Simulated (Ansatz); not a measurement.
BN in space group P6_3/mmc (No. 194; B on 2d, N on 2c) under volume change, the program Ansatz at the LDA level (PAW), shape and atoms relaxed at each volume.

| V (Å³/atom) | E − E(relaxed) (meV/atom) | P (GPa) |
|---|---|---|
| 7.923 | 8.7 | 4.26 |
| 8.185 | 3.4 | 2.37 |
| 8.446 | 0.7 | 0.97 |
| 8.707 | 0.0 | 0.00 |
| 8.968 | 0.6 | -0.68 |
| 9.229 | 2.1 | -1.09 |
| 9.491 | 4.1 | -1.33 |

**Question.** What does a third-order Birch–Murnaghan fit give for V₀, B₀ and B′?

**Answer.** V₀ = 8.71 Å³/atom, B₀ = 27.2 GPa, B′ = 11.8.

The LDA relaxation kept the symmetry of its start. A crystal of weakly bound layers computed without a dispersion correction: the cell and the soft elastic constants depend strongly on that.

Potentials: the earlier of the program's two PAW sets. The files were generated under PBE; for other functionals the program regenerates the frozen cores, and for LDA and PBEsol the local potential too.
